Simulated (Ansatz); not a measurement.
MgBr2 (CdI2 type, P-3m1), r²SCAN+D4 in the plane-wave PAW code Ansatz. The conduction-band minimum lies at Γ, with 1 equivalent valley. Second derivatives d²E/dk² of the lowest band at one valley (eV·Å²), along Cartesian directions:

```tsv
direction	d²E/dk²
[100]	27.30
[010]	27.30
[001]	22.00
[110]	27.30
[101]	24.65
[011]	24.65
```

Find the principal effective masses, the density-of-states mass and the conductivity mass.

Off-diagonal terms follow from H_xy = H[110] − (H_xx + H_yy)/2, and m*/mₑ = 7.620 eV·Å² over each eigenvalue: 0.28, 0.28, 0.35. One valley's DOS mass (m₁m₂m₃)^(1/3) = 0.30, conductivity mass 3/(Σ 1/mᵢ) = 0.30 mₑ.

What effective density of states Nc follows at 300 K for parabolic valleys?

Nc = 2.509e19 × 1 × (0.30)^(3/2) ≈ 4.1e18 cm⁻³.

The workflow started from a Materials Project entry (that database holds measured and hypothetical structures alike); the Crystallography Open Database files this formula in space group No. 164, but the cells were not matched. Its standing as an ambient phase is unchecked. Symmetry was held in the r²SCAN+D4 relaxation; its stability against distortions is not shown here. Scalar-relativistic: spin–orbit coupling is off unless named, which matters more the heavier the elements.

Potentials: the later of the program's two PAW sets.

Edges and masses are those of Kohn–Sham bands, whose gap is no quasiparticle gap.
